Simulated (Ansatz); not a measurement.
HPbBrO:
```
HPbBrO
1.0
    7.40396     0.00000     0.00000
    0.00000     4.09267     0.00000
    0.00000     0.00000    10.01052
H Pb Br O
4 4 4 4
Direct
  0.30011   0.25000   0.61666
  0.69989   0.75000   0.38334
  0.19989   0.75000   0.11666
  0.80011   0.25000   0.88334
  0.19653   0.25000   0.91711
  0.80347   0.75000   0.08289
  0.30347   0.75000   0.41711
  0.69653   0.25000   0.58289
  0.05594   0.75000   0.68073
  0.94406   0.25000   0.31927
  0.44406   0.25000   0.18073
  0.55594   0.75000   0.81927
  0.37853   0.25000   0.53945
  0.62147   0.75000   0.46055
  0.12147   0.75000   0.03945
  0.87853   0.25000   0.96055
```

Relaxed with r²SCAN+D4.

Give the Bader charges and basin volumes of the independent atoms, r²SCAN+D4 (plane waves, PAW; program Ansatz).



```tsv
atom	Bader charge (e)	Bader volume (Å³)
H1	+0.57	2.6
Pb5	+1.36	23.4
Br9	-0.69	35.1
O13	-1.24	14.8
```

Space group Pnma. The workflow started from a Materials Project entry (that database holds measured and hypothetical structures alike); the Crystallography Open Database copy checked does not list it. Whether it is the stable phase at ambient conditions was not checked. The r²SCAN+D4 relaxation kept the symmetry of its start; whether a distortion lowers the energy is not shown. Spin–orbit coupling is left out wherever it is not named.

Potentials: the later of the program's two PAW sets.
